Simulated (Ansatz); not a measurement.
The guess for ZnCoC4N4 was made by a generator: two interpenetrating cyanide-bridged diamond nets (P-43m, No. 215). Lengths were set from tabulated atomic sizes, so they are only a guess.

```xyz
10
Lattice="5.8826 0.0000 0.0000 0.0000 5.8826 0.0000 0.0000 0.0000 5.8826" Properties=species:S:1:pos:R:3 pbc="T T T"
Zn    0.0000    0.0000    0.0000
Co    2.9413    2.9413    2.9413
C     1.1068    1.1068    1.1068
C     1.1068    4.7758    4.7758
C     4.7758    1.1068    4.7758
C     4.7758    4.7758    1.1068
N     1.7823    1.7823    1.7823
N     1.7823    4.1003    4.1003
N     4.1003    1.7823    4.1003
N     4.1003    4.1003    1.7823
```

All numbers below come from DFT PBE, scalar-relativistic, plane waves, PAW (Ansatz). Cutoff 420 eV, Gaussian smearing, Γ-centred meshes. Cell and atoms relax first on a coarse mesh and then on a converged one. In between, the cell is made exact in the group found at 0.06 Å. The steps can't lower the symmetry of their start. Collinear spin, starting moments Co 3.0 μB.

A guess keeps its type if space group and coordination stay and the shape of the cell changes little (axis ratios within about 15 %, angles within 6°); the volume may change.

Q: Does this structure survive the relaxation?

A: It keeps its type. The symmetry stays P-43m (No. 215). The volume per atom stays near 20.4 Å³. The shortest distance stays 1.17 Å (C–N). Counting neighbours within 15 % of an atom's shortest distance, the start has C 1, Co 4, N 1, Zn 4 and the end C 1, Co 4, N 1, Zn 4.

The last run used collinear spin, a 6×6×6 mesh for its 10-atom cell and Gaussian smearing of 0.02 eV. The magnetic state reached may not be the lowest. Symmetry constrained the relaxation, so the result can be a saddle point.
